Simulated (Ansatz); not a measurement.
The end point of a relaxation of LiNbO3. Space group R3c (No. 161), AFLOW prototype ABC3_hR10_161_a_a_b (as in LiNbO3). Calculation: r2SCAN (plane waves to 500 eV, PAW, scalar-relativistic; Ansatz, an electronic-structure program).

```xyz
10
Lattice="2.5688 1.4831 4.6284 -2.5688 1.4831 4.6284 0.0000 -2.9662 4.6284" Properties=species:S:1:pos:R:3 pbc="T T T"
Li     0.0000     0.0000     7.7775
Li     0.0000     0.0000     0.8348
Nb     0.0000     0.0000    10.8043
Nb     0.0000     0.0000     3.8616
O      0.9187    -1.6824     7.0513
O      1.5712     0.1537     9.3655
O     -0.9187     1.2838     9.3655
O      0.9976     1.6368     7.0513
O     -1.9163     0.0456     7.0513
O     -0.6525    -1.4375     9.3655
```

Q: What is the computed band gap (r2SCAN)?

A: 4.00 eV, indirect (valence top at k = (0.125, 0.125, 0.125), conduction bottom at k = (0, 0.375, -0.375)) (no spin-orbit coupling).

Q: What smallest direct gap does r2SCAN give?

A: 4.07 eV at Γ.

No spin polarisation in the result.

It was reached from a disturbed copy of a I4cm (No. 108) cell, against which it lies -0.086 eV/atom.
